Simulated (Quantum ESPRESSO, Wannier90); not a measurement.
# Wannierisation of HfSi₂ (Cmcm)

```
begin unit_cell_cart
ang
    3.6467800000    0.0000000000    0.0000000000
    0.0000000000    0.0000000000   -3.6486100000
   -1.8233900000    7.2959450000    0.0000000000
end unit_cell_cart
begin atoms_frac
Hf   0.1057400000 -0.2500000000  0.2114800000
Hf  -0.1057400000  0.2500000000 -0.2114800000
Si  -0.2502100000 -0.2500000000  0.4995800000
Si   0.2502100000  0.2500000000 -0.4995800000
Si  -0.4471700000  0.2500000000  0.1056600000
Si   0.4471700000 -0.2500000000 -0.1056600000
end atoms_frac
```

Materials Project entry mp-1069; symmetrised, unrelaxed at this level. COD (Crystallography Open Database) has an entry of this formula and space group (matched by these alone). Computed values, not measurements, from PBEsol: Quantum ESPRESSO (norm-conserving PseudoDojo potentials, cutoff 47 Ry, spinors with spin-orbit coupling) on a Γ-centred 4×4×4 mesh, then Wannier90. Density: 10×8×10 mesh, cold smearing 0.01 Ry.

A tight-binding model is made by disentanglement and projection with no localisation steps (num_iter = 0), so the 68 orbitals stay atom-like: hydrogen-like Hf: s;p;d; Si: s;p, axes along x, y, z; frozen window up to 3.00 eV relative to the Fermi level. It follows pw.x to 30 meV rms for states up to 1.0 eV relative to the Fermi level. Matrix elements depend on this choice of orbitals and windows. The run ended at its step limit with the spread still drifting slowly, so a lower minimum may lie further on.

The 20 largest hoppings ⟨m,0|H|n,R⟩ between different sites (one of each Hermitian pair; signs follow the real orbitals' lobes; the list may end inside a set of equal values):

```csv
m,n,R,distance of the centres (Å),t (eV),Im t (eV)
Si6 pz↑,Si5 s↑,1 -1 0,2.30,-2.045,0.000
Si6 s↓,Si5 pz↓,1 0 0,2.30,-2.045,0.000
Si6 s↓,Si5 pz↓,1 -1 0,2.30,2.044,0.000
Si6 pz↑,Si5 s↑,1 0 0,2.30,2.044,0.000
Si6 s↑,Si5 pz↑,1 -1 0,2.30,2.039,0.000
Si6 pz↓,Si5 s↓,1 0 0,2.30,2.039,0.000
Si6 pz↓,Si5 s↓,1 -1 0,2.31,-2.039,0.000
Si6 s↑,Si5 pz↑,1 0 0,2.31,-2.038,0.000
Si6 pz↑,Si5 py↑,1 0 0,2.51,-2.014,0.000
Si6 py↓,Si5 pz↓,1 -1 0,2.50,2.014,0.000
Si6 py↓,Si5 pz↓,1 0 0,2.50,-2.014,0.000
Si6 pz↑,Si5 py↑,1 -1 0,2.50,2.014,0.000
Si6 py↑,Si5 pz↑,1 0 0,2.52,-2.012,0.000
Si6 pz↓,Si5 py↓,1 -1 0,2.51,2.012,0.000
Si6 py↑,Si5 pz↑,1 -1 0,2.51,2.012,0.000
Si6 pz↓,Si5 py↓,1 0 0,2.51,-2.012,0.000
Si3 pz↑,Si4 px↑,0 0 1,2.58,-1.897,0.003
Si4 pz↓,Si3 px↓,1 1 -1,2.58,-1.897,0.003
Si4 pz↑,Si3 px↑,0 1 -1,2.58,1.897,-0.003
Si4 px↑,Si3 pz↑,1 1 -1,2.58,-1.897,0.003
```
